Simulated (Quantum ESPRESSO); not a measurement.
One change at a time to Cu4Ta2VW

All numbers below are calculated, not measured. They come from Quantum ESPRESSO 7.5, a public plane-wave density functional program. Each row is one single-point run on a made-up periodic cell of eight metal atoms, with elements, volume, strain and displacements drawn at random and not relaxed, so a cell may be unstable or far from any real phase. There is no spin polarisation or spin-orbit coupling.

Settings: PBE unless stated; PseudoDojo standard norm-conserving files; Fermi-Dirac width 0.25 eV, which means electrons at about 2900 K; cutoff 1252 eV; 8 x 4 x 4 k mesh shifted half a step off Gamma. E is the free energy of the whole cell (internal energy minus TS), so a -TS column is already part of it. Stress is positive in tension, and the pressure P is minus a third of its trace.

Checks: one run of this series was repeated at a higher cutoff and on a denser mesh, which moved values by no more than 0.005 eV, 0.02 GPa and 0.007 eV/Å, and a second program with other atomic files agreed on it to 2 % rms in force and 0.5 GPa in pressure. Known limits: the copper pseudopotential is less sure than most, with forces differing by about three percent and pressure by about two GPa from a second method on plain copper; heavy elements are run without spin-orbit coupling, which real alloys of them have; a spin test at this wide smearing found no moment, but such smearing suppresses magnetism that the real alloy may have.

The lattice is hexagonal close-packed, and the cell vectors in Å are (-2.772, 0.003, -0.003); (-0.011, 4.907, -4.508); (0.001, -4.846, -4.442), a volume of 120.97 Å³ in run 1. The elements on sites 1 to 8 are W V Cu Ta Cu Cu Cu Ta. Each later run makes one change to run 1 and keeps the rest. E is counted from run 1, and is n/a where other atomic files have another zero of energy.

```
run,change,V (Å³),P (GPa),-TS (eV),rms force (eV/Å),largest change of a force component (eV/Å),E (eV)
1,none,120.97,1.19,-1.462,0.886,0.000,0.000
2,sites 4 and 7 exchanged,120.97,3.91,-1.434,1.494,2.722,0.147
3,all lengths scaled by -1.04 %,117.24,6.64,-1.410,1.012,0.328,0.090
4,LDA in place of PBE,120.97,-11.30,-1.470,0.747,0.404,n/a
5,Os on site 7,120.97,5.59,-1.534,1.038,0.747,n/a
6,site 1 moved by -0.13 Å along x,120.97,0.91,-1.464,0.842,0.497,?
```

## Worked estimate

Along the move dE = -F dx. The force on site 1 along x is -0.594 eV/Å in run 1 and -0.097 eV/Å in run 6, and the move is -0.13 Å, so the mean force times the move gives an estimate.

## Withheld value

Question: what E should run 6 give?

The estimate is -0.045 eV. The calculation gave -0.044 eV.
